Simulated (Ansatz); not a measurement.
# ZnCd$_{3}$O$_{4}$: computed properties

These are results of DFT PBE, scalar-relativistic, plane waves, PAW in Ansatz, not measurements.

Cutoff 420 eV; k points 8×8×8 on the computed 8-atom cell (Γ-centred); Gaussian smearing, width 0.10 eV; no spin polarisation.

The structure is relaxed at this level of theory with its symmetry kept, and needn't be the ground state of this composition.

Space group P-43m (No. 215). a = 4.999 Å, b = 4.999 Å, c = 4.999 Å, α = 90.00°, β = 90.00°, γ = 90.00°
```csv
atom,site,symmetry,x,y,z
Zn,1a,-43m,0.0000,0.0000,0.0000
Cd,3c,-42.m,0.0000,0.5000,0.5000
O,4e,.3m,0.7678,0.7678,0.2322
```

| Quantity | Value |
| --- | --- |
| Space group | P-43m (No. 215) |
| Volume per atom | 15.61 Å³ |
| Formation energy from the elements' standard states (uncorrected) | -1.089 eV/atom |
| Kohn–Sham band gap | zero, with almost no states at the Fermi level |
| Density of states at the Fermi level | 0.0 states/eV per cell |
| Orbital (Löwdin) character within 0.5 eV of the Fermi level | O 2p 83 %, Cd 4d 9 % |
| Bader charge by site (e) | Zn (1 in the cell) 1.21, Cd (3 in the cell) 1.12, O (4 in the cell) -1.14 |

The cell was found from a structure generator's guess, not taken from experiment. Löwdin shares on free-atom orbitals overweight diffuse shells.
